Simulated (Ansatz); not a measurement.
Consider the following.

ScGa3:
```cif
data_Ga3Sc
_chemical_formula_sum 'Sc1 Ga3'
_space_group_name_H-M_alt 'Pm-3m'
_space_group_IT_number 221
_space_group_name_Hall '-P 4 2 3'
_cell_length_a 4.04853
_cell_length_b 4.04853
_cell_length_c 4.04853
_cell_angle_alpha 90.000
_cell_angle_beta 90.000
_cell_angle_gamma 90.000
loop_
_atom_site_label
_atom_site_type_symbol
_atom_site_symmetry_multiplicity
_atom_site_Wyckoff_symbol
_atom_site_fract_x
_atom_site_fract_y
_atom_site_fract_z
_atom_site_occupancy
Sc1 Sc 1 a 0.00000 0.00000 0.00000 1
Ga1 Ga 3 c 0.00000 0.50000 0.50000 1
```

This is the PBEsol-relaxed structure.

All from PBEsol in the plane-wave PAW code Ansatz, unless another level is named. Predict the formation energy from the elements (no fitted shifts).

-0.55 eV/atom.

Give the density of states at the Fermi level.

0.47 states/eV per atom (mean over ±0.08 eV).

Give the gap with spin–orbit coupling.

none (metallic).

The workflow started from an entry of the Crystallography Open Database (COD). Its standing as an ambient phase is unchecked. The cell was relaxed with PBEsol under the symmetry of its start; of distortions, only those at the zone centre were tested. The run is not spin-polarised. The references are the lowest solids computed at this level, not always the standard phases. Spin–orbit coupling is left out wherever it is not named.

Potentials: the later of the program's two PAW sets.
